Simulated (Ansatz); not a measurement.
## MgVCr3S8: field gradients at two levels of theory

Cell: a Materials Project structure (computed, not necessarily an observed phase), taken as it stands.

Space group R3m:H (No. 160); a = 7.0992, c = 16.9227 Å, γ = 120.00°.

| site | Wyckoff | site symmetry | x | y | z |
| --- | --- | --- | --- | --- | --- |
| Mg | 3a | 3m | 0.0000 | 0.0000 | 0.8790 |
| V | 3a | 3m | 0.0000 | 0.0000 | 0.4789 |
| Cr | 9b | .m | 0.1602 | 0.3205 | 0.3358 |
| S6 | 3a | 3m | 0.0000 | 0.0000 | 0.2582 |
| S7 | 9b | .m | 0.1460 | 0.2920 | 0.5876 |
| S10 | 9b | .m | 0.3231 | 0.1616 | 0.4164 |
| S12 | 3a | 3m | 0.0000 | 0.0000 | 0.7387 |

One atom of each set is listed; the run and its k-mesh use a cell of 13 atoms with edges of 6.97, 6.97, 6.97 Å.

First run. Computed with Ansatz: DFT, PBE, plane waves and PAW, scalar-relativistic, collinear spin, 420 eV cutoff, Γ-centred 5×5×5 k-points, Fermi–Dirac smearing 0.02 eV. Start moments as typed (μB): 3 on each Cr, none on the rest.

| site | V_zz (10²¹ V/m²) | η | m (μB) |
| --- | --- | --- | --- |
| V | 1.86 | 0.00 | 0.76 |
| Cr | -2.60 | 0.47 | 2.52 |
| S6 | -2.97 | 0.00 | -0.06 |
| S7 | -3.02 | 0.29 | -0.08 |
| S10 | -4.64 | 0.06 | -0.07 |
| S12 | -1.92 | 0.00 | -0.04 |

Second run. The same atoms and settings, except that the functional is r2SCAN and the cutoff is 500 eV.

(1) Given the first result, estimate the second.

Answers

(1) 

| site | V_zz | η | change of V_zz | m (μB) |
| --- | --- | --- | --- | --- |
| V | 1.28 | 0.00 | -0.58 | 0.80 |
| Cr | -2.61 | 0.55 | -0.01 | 2.66 |
| S6 | -2.91 | 0.00 | +0.06 | -0.09 |
| S7 | -3.49 | 0.44 | -0.47 | -0.11 |
| S10 | -4.54 | 0.18 | +0.10 | -0.11 |
| S12 | -2.07 | 0.00 | -0.15 | -0.06 |

The largest change of V_zz is on V, from 1.86 to 1.28. The whole tensor moves most on S10, by 1.14 along its most changed direction. In per cent, |V_zz| changes by -31 on V, +1 on Cr, -2 to +16 on S (all sites that start above 0.5). Where |V_zz| stays above 0.1, η moves most on S7, from 0.29 to 0.44. Sites with |V_zz| of 0.02 or less aren't listed. The absolute magnetisation of the cell goes from 10.6 to 11.3 μB.

All moments are parallel here, as the start or the cell imposes; many such compounds order antiparallel, where fields and spin densities carried over to other atoms largely cancel. The magnetic order is the one that the run reached from its start moments, not necessarily the measured one.
For the first run: With a gap of 0.4 eV on this mesh, small gradients can still move by 0.1 × 10²¹ V/m² or more as the k-mesh gets denser.
For the second run: The largest force is 0.3 eV/Å, so the atoms aren't at the calculated equilibrium and relaxing them would move these values. The program didn't check the stability of this electronic state in full, so a lower one may lie near.
